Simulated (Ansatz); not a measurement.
## CO2: consecutive steps of a trajectory

Theory: DFT PBEsol, scalar-relativistic, plane waves, PAW (Ansatz). Settings: plane waves to 420 eV, k-mesh 2×2×2 (shifted by 0.5, 0.5, 0.5 steps), Fermi–Dirac smearing 0.22 eV. The mesh is coarse. No spin polarisation.

18 atoms, starting at 1.10 times the perfect crystal's volume (space group Cmce, the cell as given, not relaxed at this level); Langevin thermostat at 2600 K (friction 0.005 fs⁻¹), fixed cell; 47 steps of 2 fs. The run is short and not equilibrated.

Positions in Å, velocities in 0.01 Å/fs, forces in eV/Å; dE is the potential energy from the first frame shown.

```xyz
18
Lattice="5.4420 0.0000 0.0000 0.0000 0.0000 6.7998 -2.7210 -7.3933 0.0000" Properties=species:S:1:pos:R:3:v100:R:3:forces:R:3 pbc="T T T" time_fs=32.00 dE_eV=0.0000 T_K=1780
C     0.4656   -0.0472   -0.2700    1.6050   -0.0901    0.3031   -1.4758    1.5275   -2.9374
C     0.0172   -4.6526    0.1652    0.0063    0.5965    1.0300   -0.2634    0.8075   -1.3992
C     2.6954   -2.5517   -0.0277   -0.5044   -1.2110   -0.4349   -0.4166    2.2798    2.4612
C     2.7238   -0.2440    3.6261   -0.2962   -0.3859    2.0637   -1.9755    6.2024    2.6796
C     2.6225   -4.8826    3.4449   -1.9528   -0.0688   -0.2187   -0.1795   -6.6471   -2.6643
C    -0.2453   -2.4024    3.4822   -0.2974    1.5265    1.0153   -3.5764    6.9098    5.3735
O     3.0278   -1.3843    6.4841    0.0565   -0.6191    1.8837   -1.3147   -6.1330    0.6174
O     3.0454   -6.5836    5.6805    0.8084   -1.5515   -1.1053    0.6570   -2.3348    3.4751
O     0.0682   -3.8654    6.0863   -0.7363   -0.1418    0.2880   -0.3811   -0.7807    0.7471
O    -0.0779   -5.4473    1.0054   -0.9105    2.0376   -0.5567    0.0829   -0.2961    0.3042
O     2.2779   -3.5535    0.5531   -1.2944    0.5163   -0.8570    2.5079    3.8858   -2.9087
O     0.4527   -0.9961    0.4189    1.0358    0.8011   -1.9166    0.2629    0.9694    0.0579
O     2.8460   -1.0087    2.8354    0.2535    1.0353    0.1848    0.4208   -5.6122   -4.9196
O     2.5430   -6.0210    3.0441    0.1526    1.1391    1.1755   -0.1354    3.3170    1.1629
O     0.0929   -3.1997    2.8516   -0.0347    1.2946    0.2133    4.7003   -9.7182   -7.6240
O    -0.2986   -6.6464    4.1698   -0.5403   -0.5163   -0.6602    0.7578   -0.0314    1.3605
O     2.7853   -3.7975    3.7300    0.0301   -0.0672   -1.5621    0.2225    3.1850    1.3396
O    -0.7485   -1.5807    4.0888   -2.1102   -0.7310   -0.5846    0.1064    2.4693    2.8742
18
Lattice="5.4420 0.0000 0.0000 0.0000 0.0000 6.7998 -2.7210 -7.3933 0.0000" Properties=species:S:1:pos:R:3:v100:R:3:forces:R:3 pbc="T T T" time_fs=34.00 dE_eV=-0.0322 T_K=1778
C     0.4949   -0.0438   -0.2692    1.3176    0.5406   -0.3367   -1.5037    2.9524   -4.3764
C     0.0140   -4.6390    0.1846   -0.3139    0.9545    0.7023   -0.1298    3.1427   -4.0042
C     2.6840   -2.5724   -0.0323   -0.5944   -0.7311   -0.0639    0.1873    3.9091    1.9512
C     2.7188   -0.2408    3.6691   -0.1160    0.3220    1.9015   -0.8502    1.3605   -1.4224
C     2.5855   -4.8938    3.4349   -1.6699   -0.6300   -0.6443    0.7864   -1.3714   -0.9415
C    -0.2590   -2.3613    3.5118   -0.7028    1.8595    1.3924    1.0042   -2.0792   -1.5247
O     3.0262   -1.4028    6.5224   -0.1984   -1.1973    1.9187   -1.1312   -5.6632    0.1124
O     3.0647   -6.6202    5.6634    1.1221   -2.0238   -0.6556    0.5864   -1.0833    2.7346
O     0.0519   -3.8686    6.0961   -0.8804   -0.1523    0.6718   -0.2656   -0.2705    0.2826
O    -0.0956   -5.4089    0.9964   -0.8772    1.6316   -0.1540   -0.2068   -3.1275    3.3781
O     2.2553   -3.5363    0.5314   -1.0081    1.0808   -1.2576    1.8040    1.7821   -1.9088
O     0.4745   -0.9818    0.3789    1.1531    0.4698   -1.9540    0.2818   -1.7070    2.2807
O     2.8537   -0.9931    2.8340    0.4971    0.6385   -0.2056    0.0968   -3.7060   -2.8500
O     2.5461   -5.9977    3.0706    0.1197    0.9694    1.3972   -0.6687   -0.3781   -0.1113
O     0.0976   -3.1822    2.8459    0.3865    0.7561   -0.5554    2.8239   -4.7871   -3.7955
O    -0.3100   -6.6575    4.1601   -0.6526   -0.4168   -0.1923   -0.1450    2.9756    3.2625
O     2.7882   -3.7926    3.7022    0.2339    0.4593   -1.2500   -0.2011    1.6449    0.9265
O    -0.7896   -1.5925    4.0817   -2.1559   -0.2155    0.0616   -2.4685    6.4060    6.0062
18
Lattice="5.4420 0.0000 0.0000 0.0000 0.0000 6.7998 -2.7210 -7.3933 0.0000" Properties=species:S:1:pos:R:3:v100:R:3:forces:R:3 pbc="T T T" time_fs=36.00 dE_eV=0.3537 T_K=1712
C     0.5201   -0.0282   -0.2841    1.2290    0.8363   -0.9929   -1.1765    0.6418   -2.4090
C     0.0079   -4.6174    0.1929   -0.3068    1.1813    0.1544   -0.1815    2.8318   -3.6335
C     2.6741   -2.5820   -0.0289   -0.3341   -0.1212    0.3272    0.9265    5.2987    0.9931
C     2.7149   -0.2332    3.7068   -0.1773    0.0662    1.5568    0.2914   -3.1747   -5.3656
C     2.5543   -4.9068    3.4202   -1.3794   -0.0939   -0.6555    1.7170    5.7777    1.1753
C    -0.2714   -2.3320    3.5412   -0.3036    0.6633    1.2108    3.8526   -7.1836   -5.7057
O     3.0199   -1.4348    6.5622   -0.4001   -1.8955    2.0249   -0.4957   -3.8521   -0.5710
O     3.0875   -6.6650    5.6502    1.1356   -2.2870   -0.8182    0.1461    1.7885    0.1201
O     0.0349   -3.8690    6.1084   -0.8131    0.1796    0.4723   -0.1400    0.8912   -1.0319
O    -0.1143   -5.3796    0.9989   -0.9938    1.2462    0.4593   -0.3026   -3.9802    4.3329
O     2.2375   -3.5103    0.5042   -0.8458    1.3230   -1.3618    0.4936   -1.4157   -0.2900
O     0.4961   -0.9757    0.3426    1.0101    0.1037   -1.6310    0.3045   -2.2767    2.9733
O     2.8625   -0.9838    2.8262    0.3490    0.4315   -0.4180   -0.3795   -1.4841   -0.3509
O     2.5445   -5.9764    3.0970   -0.2938    0.8555    1.1527   -0.9746   -5.3301   -1.6347
O     0.1091   -3.1705    2.8316    0.6680    0.6526   -0.6808    1.1607   -0.8292   -0.5375
O    -0.3244   -6.6617    4.1610   -0.8436    0.1412    0.3624   -0.9279    5.3715    4.5410
O     2.7938   -3.7829    3.6816    0.2937    0.3841   -0.8399   -0.8152   -0.5160    0.3677
O    -0.8349   -1.5898    4.0889   -2.4354    0.5469    0.7218   -3.4988    7.4414    7.0263
18
Lattice="5.4420 0.0000 0.0000 0.0000 0.0000 6.7998 -2.7210 -7.3933 0.0000" Properties=species:S:1:pos:R:3:v100:R:3:forces:R:3 pbc="T T T" time_fs=38.00 dE_eV=0.4627 T_K=1733
C     0.5452   -0.0142   -0.3086    1.3212    0.2247   -1.1320   -0.6376   -3.5940    1.7016
C     0.0020   -4.5909    0.1906   -0.3054    1.2329   -0.1280   -0.5551   -0.0019   -0.4629
C     2.6714   -2.5775   -0.0206    0.0595    0.4573    0.4687    0.7999    3.8992    0.5732
C     2.7129   -0.2381    3.7291   -0.0502   -0.4825    0.6356   -0.0399   -2.3001   -5.7964
C     2.5298   -4.8986    3.4073   -1.0353    1.0895   -0.5839    2.1005    8.0101    1.8009
C    -0.2708   -2.3314    3.5550    0.1417   -0.3298    0.3491    1.1484   -3.7719   -3.4845
O     3.0122   -1.4812    6.6024   -0.2755   -2.4794    1.9285    1.0335    0.5607   -1.5592
O     3.1101   -6.7088    5.6361    1.0774   -1.8766   -0.8265   -0.5646    5.3513   -3.7372
O     0.0181   -3.8622    6.1160   -0.8627    0.5830    0.1954   -0.0556    2.1875   -2.6331
O    -0.1347   -5.3590    1.0152   -1.0313    0.9100    1.0771   -0.0310   -2.4701    2.7475
O     2.2197   -3.4848    0.4769   -1.0139    1.0455   -1.2861   -0.8546   -4.4356    1.1256
O     0.5164   -0.9777    0.3127    1.0157   -0.2629   -1.3736    0.3653   -1.5971    2.7856
O     2.8701   -0.9746    2.8182    0.3888    0.5441   -0.3213   -0.7182   -0.5440    0.6766
O     2.5367   -5.9645    3.1174   -0.4900    0.2373    0.8643   -1.0640   -7.0304   -2.0452
O     0.1242   -3.1615    2.8161    0.7964    0.3310   -0.7929    0.4729    0.5620    0.7480
O    -0.3435   -6.6506    4.1740   -1.0289    0.8619    0.8844   -0.3745    3.6598    3.7188
O     2.7978   -3.7712    3.6685    0.0806    0.7525   -0.4848   -1.1111   -1.0560    0.1449
O    -0.8860   -1.5699    4.1130   -2.4588    1.1490    1.4826    0.0858    2.5705    3.6957
18
Lattice="5.4420 0.0000 0.0000 0.0000 0.0000 6.7998 -2.7210 -7.3933 0.0000" Properties=species:S:1:pos:R:3:v100:R:3:forces:R:3 pbc="T T T" time_fs=40.00 dE_eV=0.8496 T_K=1656
C     0.5759   -0.0154   -0.3273    1.7666   -0.4133   -0.6490   -0.4829   -4.4025    2.7966
C    -0.0041   -4.5682    0.1886   -0.3447    0.8534    0.1353   -0.9523   -2.2801    2.0911
C     2.6748   -2.5604   -0.0068    0.0943    0.6954    0.9935   -1.4674   -3.1270    1.5971
C     2.7131   -0.2490    3.7318   -0.0395   -0.2795   -0.2042   -1.3319    1.8151   -3.7280
C     2.5137   -4.8651    3.3994   -0.5867    1.8479   -0.2998    1.9540    2.8853    0.5953
C    -0.2641   -2.3423    3.5569    0.2491   -0.3945    0.1012   -2.3372    0.7383   -0.2496
O     3.0074   -1.5303    6.6391   -0.0336   -1.9427    1.6681    3.8606    8.6329   -2.8597
O     3.1355   -6.7376    5.6141    1.4390   -0.9278   -1.4559   -0.9160    6.6284   -5.1696
O     0.0042   -3.8507    6.1151   -0.5237    0.5953   -0.3206   -0.0581    2.6161   -3.2611
O    -0.1579   -5.3432    1.0387   -1.2699    0.7730    1.1500    0.3279   -0.6564    0.7736
O     2.1958   -3.4686    0.4520   -1.4031    0.5125   -1.1787   -1.3397   -5.5111    1.4587
O     0.5377   -0.9808    0.2861    1.1169   -0.0706   -1.2566    0.4076   -2.0371    3.2343
O     2.8748   -0.9625    2.8131    0.0810    0.6542   -0.2134   -0.8289   -0.7182    0.2440
O     2.5263   -5.9694    3.1322   -0.5586   -0.4859    0.6748   -1.1174   -3.0881   -1.0272
O     0.1421   -3.1506    2.8016    0.9840    0.7690   -0.6392    0.2281    0.8599    1.0762
O    -0.3642   -6.6310    4.1975   -0.9535    0.8673    1.3511    1.0030   -0.1669    1.8149
O     2.7959   -3.7567    3.6592   -0.2547    0.7679   -0.4329   -0.9252    0.0856    0.2791
O    -0.9356   -1.5456    4.1458   -2.2672    0.9891    1.5978    3.9755   -2.2740    0.3343
18
Lattice="5.4420 0.0000 0.0000 0.0000 0.0000 6.7998 -2.7210 -7.3933 0.0000" Properties=species:S:1:pos:R:3:v100:R:3:forces:R:3 pbc="T T T" time_fs=42.00 dE_eV=1.5897 T_K=1403
C     0.6112   -0.0283   -0.3347    1.7241   -0.6017   -0.3564   -0.9747   -0.9674   -0.6002
C    -0.0082   -4.5540    0.1967   -0.0870    0.5748    0.6541   -1.2940   -2.1825    1.8306
C     2.6729   -2.5511    0.0130   -0.4412   -0.2133    1.0468   -3.4481   -8.6029    2.3342
C     2.7101   -0.2522    3.7222   -0.3330    0.2183   -0.5686   -2.3023    5.0468   -1.5010
C     2.5048   -4.8223    3.3932   -0.3457    1.8928   -0.4344    1.4080   -3.8537   -0.7598
C    -0.2609   -2.3505    3.5571   -0.0756   -0.2476    0.0542   -4.1263    3.0521    1.4656
O     3.0115   -1.5590    6.6698    0.5768   -0.5864    1.3596    6.1034   14.3473   -3.5651
O     3.1636   -6.7484    5.5802    1.3920   -0.2651   -1.7886   -0.5954    4.7251   -2.6405
O    -0.0061   -3.8342    6.1041   -0.5175    0.9746   -0.6959   -0.0996    1.2899   -1.7377
O    -0.1852   -5.3309    1.0648   -1.4407    0.5292    1.3874    0.6355    0.5373   -0.5507
O     2.1656   -3.4630    0.4323   -1.6334    0.0250   -0.7948   -1.4851   -5.7706    1.4975
O     0.5599   -0.9833    0.2649    1.1002   -0.2743   -0.8033    0.3552   -3.5417    4.2706
O     2.8762   -0.9529    2.8095    0.0570    0.2871   -0.1974   -0.8700   -1.0686   -0.5639
O     2.5141   -5.9807    3.1447   -0.6535   -0.3632    0.6272   -1.1100    1.5895   -0.0853
O     0.1626   -3.1333    2.7881    1.0558    0.9714   -0.7035    0.0726    0.9192    1.1887
O    -0.3797   -6.6118    4.2264   -0.5370    0.8950    1.4383    2.1204   -2.9429    0.1273
O     2.7889   -3.7396    3.6512   -0.4168    1.0621   -0.3511   -0.4027    2.0955    0.6265
O    -0.9781   -1.5304    4.1731   -1.8645    0.3868    1.0319    6.0131   -4.6725   -1.3367
18
Lattice="5.4420 0.0000 0.0000 0.0000 0.0000 6.7998 -2.7210 -7.3933 0.0000" Properties=species:S:1:pos:R:3:v100:R:3:forces:R:3 pbc="T T T" time_fs=44.00 dE_eV=1.6032 T_K=1406
C     0.6449   -0.0410   -0.3382    1.5918   -0.4328   -0.2741   -1.5711    1.9623   -4.0491
C    -0.0139   -4.5460    0.2125   -0.5065    0.3307    0.7822   -1.5906   -0.9195    0.0732
C     2.6604   -2.5706    0.0388   -0.6033   -1.1998    1.4059   -0.8182   -1.9249    0.7447
C     2.7010   -0.2403    3.7065   -0.6012    1.0701   -0.9032   -2.5801    6.1757   -0.2781
C     2.5005   -4.7909    3.3812   -0.1066    1.0266   -0.7819    1.1168   -6.6031   -1.0138
C    -0.2684   -2.3512    3.5604   -0.6931    0.2090    0.2928   -4.3671    3.4030    1.6003
O     3.0307   -1.5565    6.6946    1.2535    0.5237    1.1747    4.5467    9.1087   -2.5673
O     3.1938   -6.7466    5.5396    1.6496    0.2875   -2.0578   -0.1870    2.0768    0.8619
O    -0.0163   -3.8160    6.0869   -0.4967    0.7200   -0.8636   -0.1289   -0.7354    0.7670
O    -0.2123   -5.3227    1.0900   -1.2513    0.3415    1.0849    0.8675    1.2606   -1.3450
O     2.1316   -3.4675    0.4187   -1.8237   -0.5636   -0.5267   -2.4175   -7.1963    2.1295
O     0.5812   -0.9939    0.2544    1.0292   -0.7934   -0.2399    0.2506   -3.8256    4.4270
O     2.8767   -0.9491    2.8066   -0.0183    0.0914   -0.1046   -0.9635   -0.9459   -0.8123
O     2.4983   -5.9862    3.1568   -0.9249   -0.0418    0.6050   -0.9925    3.9829    0.1702
O     0.1822   -3.1121    2.7732    0.8784    1.1701   -0.7513   -0.3450    1.3595    1.7163
O    -0.3888   -6.5990    4.2556   -0.3298    0.3097    1.4113    2.7305   -4.1263   -1.0641
O     2.7814   -3.7151    3.6480   -0.3151    1.4074    0.0268   -0.2394    2.4127    0.5852
O    -1.0071   -1.5272    4.1927   -0.9920   -0.1144    0.8932    6.6888   -5.4652   -1.9455
```

Q: What is the next frame? The thermostat's random kicks make it one of many possible.

A:
```xyz
18
Lattice="5.4420 0.0000 0.0000 0.0000 0.0000 6.7998 -2.7210 -7.3933 0.0000" Properties=species:S:1:pos:R:3:v100:R:3:forces:R:3 pbc="T T T" time_fs=46.00 dE_eV=1.1351 T_K=1795
C     0.6771   -0.0447   -0.3486    1.5972    0.0163   -0.8067   -2.0120    1.3710   -4.5982
C    -0.0237   -4.5431    0.2281   -0.4872    0.0612    0.6365   -1.7846    0.3315   -1.6483
C     2.6480   -2.5978    0.0690   -0.3950   -0.9190    1.5033    2.1975    5.5268   -0.5620
C     2.6869   -0.2077    3.6892   -0.7748    2.0800   -0.8621   -2.1216    4.8527   -0.6438
C     2.4987   -4.7818    3.3593   -0.0495    0.0774   -1.3240    1.4447   -4.1653    0.0082
C    -0.2894   -2.3401    3.5675   -1.3155    0.8046    0.3234   -3.3061    2.2100    0.4388
O     3.0620   -1.5339    6.7158    1.7024    1.2668    1.0349    1.6734    1.3192   -1.1555
O     3.2301   -6.7396    5.4999    1.9851    0.3028   -1.7723   -0.1142    0.3316    3.1803
O    -0.0267   -3.8029    6.0677   -0.5514    0.4891   -0.9376   -0.1865   -2.3901    2.8892
O    -0.2367   -5.3158    1.1121   -1.1870    0.3646    1.1010    1.0001    1.6326   -1.7808
O     2.0910   -3.4892    0.4120   -2.2283   -1.5768   -0.1460   -2.3942   -6.8367    2.0547
O     0.6004   -1.0142    0.2547    0.8867   -1.1028    0.1788    0.2686   -1.5152    2.8831
O     2.8760   -0.9471    2.8037   -0.0612    0.1679   -0.1447   -1.1583   -0.0306   -0.1013
O     2.4767   -5.9806    3.1690   -1.2211    0.6014    0.6004   -0.8156    4.0530   -0.0814
O     0.1997   -3.0870    2.7583    0.8212    1.3913   -0.6746   -1.1288    2.2416    2.7508
O    -0.3920   -6.5983    4.2834    0.0107   -0.2108    1.3351    2.8554   -3.7067   -1.5725
O     2.7752   -3.6836    3.6477   -0.3386    1.5896   -0.1040   -0.7386   -0.1034   -0.1841
O    -1.0215   -1.5377    4.2071   -0.4660   -0.9089    0.5495    6.3209   -5.1219   -1.8772
```